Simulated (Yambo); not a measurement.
## Convergence of the G0W0 gap of GaAs

G0W0@LDA for GaAs (zinc blende, space group F-43m, No. 216) in Yambo. Reference settings: 4×4×4 Γ-centred k mesh, 111 bands and a 10 Ry block in the screening, 111 bands in G with the Bruneval-Gonze terminator, plasmon pole fitted at 27.2 eV. The LDA gap Γ → Γ on this mesh is 0.49 eV; G0W0 gaps are taken between the same points.

```json
[
 {"change from the reference": "reference settings", "G0W0 gap Γ → Γ (eV)": "1.33", "shift of the valence edge (eV)": "-0.67", "rough Yambo cost": "1"},
 {"change from the reference": "43 bands in W, 43 bands in G", "G0W0 gap Γ → Γ (eV)": "1.41", "shift of the valence edge (eV)": "-0.43", "rough Yambo cost": "about 1/3"},
 {"change from the reference": "86 bands in W, 86 bands in G", "G0W0 gap Γ → Γ (eV)": "1.35", "shift of the valence edge (eV)": "-0.63", "rough Yambo cost": "within a factor of two"},
 {"change from the reference": "wavefunctions cut at 10 Ry", "G0W0 gap Γ → Γ (eV)": "1.50", "shift of the valence edge (eV)": "-0.33", "rough Yambo cost": "about 1/3"},
 {"change from the reference": "28 bands in W, 28 bands in G, 8 Ry block", "G0W0 gap Γ → Γ (eV)": "1.46", "shift of the valence edge (eV)": "-0.22", "rough Yambo cost": "about 1/6"},
 {"change from the reference": "43 bands in W, 43 bands in G, 2 Ry block", "G0W0 gap Γ → Γ (eV)": "1.35", "shift of the valence edge (eV)": "-0.21", "rough Yambo cost": "about 1/4"},
 {"change from the reference": "43 bands in W, 43 bands in G, 4 Ry block", "G0W0 gap Γ → Γ (eV)": "1.40", "shift of the valence edge (eV)": "-0.36", "rough Yambo cost": "about 1/4"},
 {"change from the reference": "43 bands in W, 43 bands in G, 8 Ry block", "G0W0 gap Γ → Γ (eV)": "1.41", "shift of the valence edge (eV)": "-0.42", "rough Yambo cost": "about 1/3"},
 {"change from the reference": "61 bands in W, 61 bands in G, 6 Ry block", "G0W0 gap Γ → Γ (eV)": "1.37", "shift of the valence edge (eV)": "-0.50", "rough Yambo cost": "about 1/3"},
 {"change from the reference": "2 Ry block", "G0W0 gap Γ → Γ (eV)": "1.29", "shift of the valence edge (eV)": "-0.30", "rough Yambo cost": "within a factor of two"},
 {"change from the reference": "86 bands in W, 86 bands in G, 8 Ry block", "G0W0 gap Γ → Γ (eV)": "1.34", "shift of the valence edge (eV)": "-0.61", "rough Yambo cost": "within a factor of two"},
 {"change from the reference": "6 Ry block", "G0W0 gap Γ → Γ (eV)": "1.32", "shift of the valence edge (eV)": "-0.58", "rough Yambo cost": "within a factor of two"},
 {"change from the reference": "8 Ry block", "G0W0 gap Γ → Γ (eV)": "1.32", "shift of the valence edge (eV)": "-0.65", "rough Yambo cost": "within a factor of two"},
 {"change from the reference": "43 bands in W, 43 bands in G, no terminator", "G0W0 gap Γ → Γ (eV)": "1.43", "shift of the valence edge (eV)": "-0.17", "rough Yambo cost": "about 1/3"},
 {"change from the reference": "4 Ry block, no terminator", "G0W0 gap Γ → Γ (eV)": "1.31", "shift of the valence edge (eV)": "-0.48", "rough Yambo cost": "within a factor of two"}
]
```

The reference isn't shown to be the converged limit. Costs are rough (shared machines), scaled to the same edge states, and given only for runs that recompute the screening.

Spin-orbit splittings are left out.

The standard potentials for As, Ga keep a d shell in the valence without the s and p states of that shell. In tests on such compounds this moved G0W0 gaps by up to about 0.9 eV, so absolute quasiparticle energies here are unreliable; differences between settings are what counts.

Geometry relaxed with LDA; primitive cell a = 3.960 Å, b = 3.960 Å, c = 3.960 Å, α = 60.00°, β = 60.00°, γ = 60.00°.

A shift is the quasiparticle energy of the state minus its LDA energy.
